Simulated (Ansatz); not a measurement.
The start is a randomly generated symmetric cell of P (space group No. 194). The structure is fully relaxed (lattice and positions, P = 0) with r2SCAN (plane waves to 500 eV, PAW, scalar-relativistic; Ansatz, a quantum-chemistry and plane-wave program). The first steps use a coarse 8×8×7 k-mesh.

The start:
```
P
1.0
    3.45348     0.00000     0.00000
   -1.72674     2.99080     0.00000
    0.00000     0.00000     3.13506
P
2
Direct
  0.33333   0.66667   0.25000
  0.66667   0.33333   0.75000
```

Q: How large is the pressure on the unrelaxed cell, and of which sign?

A: -3 GPa (negative: the cell is under tension).

Q: By how much does the energy per atom fall from start to end?

A: 0.06 eV/atom.

Q: How does the volume change?

A: -6.8 %, from 16.19 to 15.08 Å³/atom.

Q: Give the final cell and atomic positions.

A: 
```cif
data_P2
_chemical_formula_sum 'P2'
_space_group_name_H-M_alt 'P63/mmc'
_space_group_IT_number 194
_space_group_name_Hall '-P 6c 2c'
_cell_length_a 3.29902
_cell_length_b 3.29902
_cell_length_c 3.20087
_cell_angle_alpha 90.000
_cell_angle_beta 90.000
_cell_angle_gamma 120.000
loop_
_atom_site_label
_atom_site_type_symbol
_atom_site_symmetry_multiplicity
_atom_site_Wyckoff_symbol
_atom_site_fract_x
_atom_site_fract_y
_atom_site_fract_z
_atom_site_occupancy
P1 P 2 c 0.33333 0.66667 0.25000 1
```

The space group stays P6₃/mmc (No. 194) (the run could not lower it), with 2 atoms in the primitive cell. Final values are on a 16×16×15 k-mesh of the relaxed cell. No spin polarisation in the result.

The run could not lose the symmetry of its start, so the end can be a saddle point.

All atoms sit on sites fixed by symmetry, so only the cell could relax.

The relaxed structure here is a generated cell of P: the first start was made by a random draw of sites in a space group, and the end was not matched to a known phase here, so it may be hypothetical. Known forms of P include space group No. 64.
